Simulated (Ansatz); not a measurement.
SiO$_{2}$ (rutile)

```
SiO2
1.0
    4.18520     0.00000     0.00000
    0.00000     4.18520     0.00000
    0.00000     0.00000     2.66883
Si O
2 4
Direct
  0.50000   0.50000   0.50000
  0.00000   0.00000   0.00000
  0.80610   0.80610   0.50000
  0.30610   0.69390   0.00000
  0.69390   0.30610   0.00000
  0.19390   0.19390   0.50000
```

In each cell atom 5 (O, nearest neighbour Si at 1.760 Å; its periodic images, 2.7 Å or more away, move with it) moves by s·(0.000, 0.000, 1.000) (along Cartesian z), the rest being held.

Method: r2SCAN (plane waves to 500 eV, PAW, scalar-relativistic; Ansatz, a quantum-chemistry and plane-wave program). k mesh 7×7×10 (Γ-centred), Fermi-Dirac smearing 0.05 eV. E stands for the smeared free energy. SiO2 was relaxed with its symmetry unable to fall. The zero of ΔE is the undisplaced structure.

```
s (Å)   ΔE (meV/cell)
------  -------------
-0.530       withheld
-0.424           1871
-0.318           1042
-0.212            460
-0.106            115
0.000               0
0.106             115
0.212             460
0.318            1042
0.424            1871
0.530        withheld
```

Task: Fit an even polynomial form (powers 2, 4) to the given rows and predict ΔE at s = -0.530.

Result: Least squares on the 9 given rows: ΔE = (10180)·s² + (1288)·s⁴, in meV/cell with s in Å; root-mean-square residual 0.5 meV/cell. At -0.530 the fit gives 2961 meV/cell; the calculation gives 2962 meV/cell, so the extrapolation is off by -1 (-0.0 %). The quadratic term alone would give 2860 meV/cell.

(A displaced cell: forces are minus the slopes of the energy, force constants its curvatures, and phonons follow from these.)
